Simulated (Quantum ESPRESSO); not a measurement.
# Band energies of GeTe

```xyz
2
Lattice="2.1078 1.2169 3.6922 -2.1078 1.2169 3.6922 0.0000 -2.4339 3.6922" Properties=species:S:1:pos:R:3 pbc="T T T"
Ge     0.0000     0.0000     0.0808
Te     0.0000     0.0000     5.2248
```

norm-conserving PBE (stringent potentials; Quantum ESPRESSO, 124 Ry, no spin-orbit coupling); path ΓLB1,BZΓX,QFP1Z,LP; energies in eV from the valence-band maximum.

```
k (1/Å)  point  band 19  band 20  band 21  band 22  band 23  band 24  band 25  band 26
-------  -----  -------  -------  -------  -------  -------  -------  -------  -------
0.00         Γ   -12.83    -4.97    -1.72    -1.55    -1.55     2.57     3.24     3.24
0.45             -12.24    -6.81    -1.84    -1.72    -0.81     1.62     2.12     2.16
0.91         L   -11.20    -8.71    -1.83    -1.76    -0.22     0.58     0.85     1.31
1.02             -11.18    -8.68    -2.30    -1.76    -0.57     0.87     0.94     1.93
1.62        B1   -10.86    -8.06    -4.50    -4.33    -0.68     1.39     5.17     5.20
1.62         B   -10.86    -8.06    -4.50    -4.33    -0.68     1.39     5.17     5.20
2.06             -11.44    -8.15    -3.45    -2.55    -0.35     1.02     3.15     3.82
2.40         Z   -11.68    -8.35    -1.32    -1.32    -0.34     1.02     1.02     1.50
2.50             -11.75    -8.23    -1.33    -1.33    -0.37     1.09     1.09     1.55
3.03             -12.71    -5.60    -1.54    -1.54    -1.32     2.44     2.81     2.81
3.25         Γ   -12.83    -4.97    -1.72    -1.55    -1.55     2.57     3.24     3.24
3.55             -12.56    -5.89    -2.10    -1.55    -1.00     2.00     2.37     3.28
4.05             -11.23    -8.14    -3.99    -1.96    -1.29     1.60     1.84     4.74
4.35         X   -10.86    -8.12    -4.79    -2.90    -2.39     3.14     3.57     5.03
4.35         Q   -10.86    -8.12    -4.79    -2.90    -2.39     3.14     3.57     5.03
4.74         F   -11.02    -7.46    -4.90    -3.26    -3.24     2.26     5.19     5.94
4.96             -10.99    -7.73    -4.92    -3.06    -2.77     2.67     4.34     5.46
5.08        P1   -11.00    -7.95    -4.83    -2.85    -2.32     2.89     3.62     5.35
5.46             -11.49    -8.20    -3.26    -1.94    -0.89     1.91     1.93     3.66
5.75         Z   -11.68    -8.35    -1.32    -1.32    -0.34     1.02     1.02     1.50
5.75         L   -11.20    -8.71    -1.83    -1.76    -0.22     0.58     0.85     1.31
5.85             -11.19    -8.68    -2.08    -1.90    -0.51     0.83     1.31     1.43
6.35         P   -11.00    -7.95    -4.83    -2.85    -2.32     2.89     3.62     5.35
```

The PBE gap is 0.58 eV; at least one edge lies off the plotted path, at a point of the SCF mesh. The smallest direct gap is 0.80 eV.

Spin-orbit coupling is left out, which matters for elements this heavy: edges can move by tenths of an eV.

Geometry relaxed with PBE+D3(BJ).
